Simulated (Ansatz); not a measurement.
The slice is one period of a {110} plane through atoms; its size isn't given.

All values below come from PBE (plane waves to 420 eV, PAW, scalar-relativistic; Ansatz, a program for electronic structure). Near the nuclei the fields are pseudised (PAW); where an atom keeps semicore shells as valence, they peak there.

```
|2222223333222222222222222233332222|
|2222223322222211111111222222332222|
|3333332222221111111111112222223333|
|3333332222111100000000111122223333|
|3333222211110000000000001111222233|
|3333222211110000000000001111222233|
|3333222211110000000000001111222233|
|3333332222111100000000111122223333|
|3333332222221111111111112222223333|
|2222223322222211111111222222332222|
|2222223333222222222222222233332222|
|1122223333332222222222223333332222|
|2222333333333333333333333333333322|
|2233333333333333444433333333333333|
|3333333333334455555555443333333333|
|3333333333445566777766554433333333|
|3333333333446688999988664433333333|
|3333333333446688999988664433333333|
|3333333333446688999988664433333333|
|3333333333445566777766554433333333|
|3333333333334455555555443333333333|
|2233333333333333444433333333333333|
|2222333333333333333333333333333322|
|1122223333332222222222223333332222|
```
Scale: ten equal steps from -1.48 (start of '0') to 1.68 (end of '9'), in the order '0123456789'. Values: log₁₀ of the valence density in e/Å³. The map has 17 points along u (two characters each, u = 0 at the left) and 24 along v (v = 0 in the bottom row). The scale is logarithmic, as a density can span decades between atoms and voids.

```
|xxx+#*+----+*#+xx|
|xx=++=-:..:-=++=x|
|***+=-..  ..-=+**|
|@%#+-:.    .:-+#%|
|@%#+-.      .-+#%|
|%%#+-.      .-+#%|
|@%#+-.      .-+#%|
|@%#+-:.    .:-+#%|
|***+=-..  ..-=+**|
|xx=++=-:..:-=++=x|
|xxx+#*+----+*#+xx|
|xxx*%%*=--=*%%*xx|
|xxx%@%+-::-+%@%xx|
|xx#@@*-::::-*@@#x|
|*#@@#=:----:=#@@#|
|@@@%+:-=xx=-:+%@@|
|@@%*-:=xxxx=:-*%@|
|%%#+::=xxxx=::+#%|
|@@%*-:=xxxx=:-*%@|
|@@@%+:-=xx=-:+%@@|
|*#@@#=:----:=#@@#|
|xx#@@*-::::-*@@#x|
|xxx%@%+-::-+%@%xx|
|xxx*%%*=--=*%%*xx|
```
Scale: ten equal steps from 0.01 (start of ' ') to 0.74 (end of '@'), in the order ' .:-=+*#%@'. Values: electron localisation function (ELF). The map has 17 points along u (one character each, u = 0 at the left) and 24 along v (v = 0 in the bottom row). Points within 0.5 Å of a nucleus are blanked (x), as the pseudised field means little there.

Problem. Which relaxed crystal do these maps come from?
(A) CoSi₂ (fluorite type, space group Fm-3m)
(B) Mg₂Si (antifluorite type, space group Fm-3m)
(C) HfO₂ (fluorite)

Solution. A, CoSi₂ (fluorite type, space group Fm-3m). Atoms on the slice: Co at (0.50, 0.25); Si at (0.00, 0.00); Si at (0.00, 0.50)

All were relaxed with their symmetry unable to fall. CoSi2 is run without spin polarisation. HfO2 is run without spin polarisation. Spin-orbit coupling is left out. The PAW data are Ansatz's earlier set. This is a high-temperature form of HfO2.
